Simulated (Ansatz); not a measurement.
CdS: computed property card

CdS:
```xyz
8
Lattice="4.1208 0.0000 0.0000 -2.0604 3.5687 0.0000 0.0000 0.0000 13.4366" Properties=species:S:1:pos:R:3 pbc="T T T"
Cd     0.0000     0.0000     0.0056
Cd     0.0000     0.0000     6.7239
Cd     2.0604     1.1896    10.0806
Cd     0.0000     2.3791     3.3623
S      0.0000     0.0000    10.9184
S      0.0000     0.0000     4.2001
S      2.0604     1.1896     7.5566
S      0.0000     2.3791     0.8383
```

Space group P6_3mc (No. 186); conventional cell a = 4.1208 Å, b = 4.1208 Å, c = 13.4366 Å, α = 90.00°, β = 90.00°, γ = 120.00°.

Method: PBEsol (plane waves, PAW; program Ansatz). Structure relaxed to zero pressure with the same functional. Other levels are named where they apply.

**Cell and energy**

```
Item                                                                 Value
-----------------------------------------------------  -------------------
Volume per atom                                                   24.70 Å³
Density                                                         4.86 g/cm³
Formation energy from the elements (no fitted shifts)  -61 kJ/mol of atoms
```

**Electronic structure**

```
Quantity                                                                          Value
------------------------------------------------  -------------------------------------
Band gap                                                               1.05 eV (direct)
Valence-band maximum                                                               at Γ
Conduction-band minimum                                                            at Γ
Electron effective mass                                             0.12 mₑ (isotropic)
Electron effective mass with spin–orbit coupling                    0.12 mₑ (isotropic)
Hole effective mass, band 1 of 2 at the edge              1.6 along x, 1.6 along z (mₑ)
Hole effective mass, band 2 of 2 at the edge             0.12 along x, 1.6 along z (mₑ)
Hole effective mass with spin–orbit coupling      0.25, 0.25, 1.6 mₑ (principal values)
HSE06 gap on the PBEsol cell                                                    2.22 eV
Gap with spin–orbit coupling                                                    1.04 eV
```

**Mechanics**

```
Quantity                                                                                                          Value
-----------------------------------------------------------  ----------------------------------------------------------
Bulk modulus (Birch–Murnaghan fit)                                                                             61.3 GPa
Pressure derivative B′                                                                                              4.6
Elastic constants (relaxed ions, GPa)                        C11 = 86.4, C12 = 52.9, C13 = 44.4, C33 = 95.7, C44 = 15.1
Mechanical stability                                                             stable (all eigenvalues of C positive)
Hill bulk and shear moduli                                                                            61.3 and 17.5 GPa
Young's modulus                                                                                                48.0 GPa
Poisson's ratio                                                                                                    0.37
Debye temperature from the elastic constants                                                                      219 K
Piezoelectric stress constants (proper, relaxed ions, C/m²)             e15 = e24 = 0.16, e31 = e32 = 0.19, e33 = -0.36
```

**Dielectric response**

```
Property                                                                      Value
--------------------------------------------------------  -------------------------
Electronic dielectric constant ε∞ (DFPT)                  6.33 (xx = yy), 6.37 (zz)
Static dielectric constant ε0 (ions relaxed, cell fixed)  9.64 (xx = yy), 9.92 (zz)
Born charges (a third of the trace)                             Cd +2.15, S -2.15 e
Largest static χ(2) component                                               34 pm/V
```

**Phonons**

```
Property                                                            Result
--------------------------------------------------  ----------------------
Highest zone-centre frequency (without LO–TO term)                296 cm⁻¹
Zone-centre stability                               no imaginary mode at Γ
```

The cell is a constructed one: a structure type filled with these elements. Its sites differ from those of the usual phase in this space group: another stacking or structure type. The PBEsol relaxation kept the symmetry of its start. Signs of piezoelectric constants follow the polarity of the cell as given. The references are the lowest solids computed at this level, not always the standard phases. Scalar-relativistic: spin–orbit coupling is off unless named, which matters more the heavier the elements.

Potentials: the later of the program's two PAW sets.
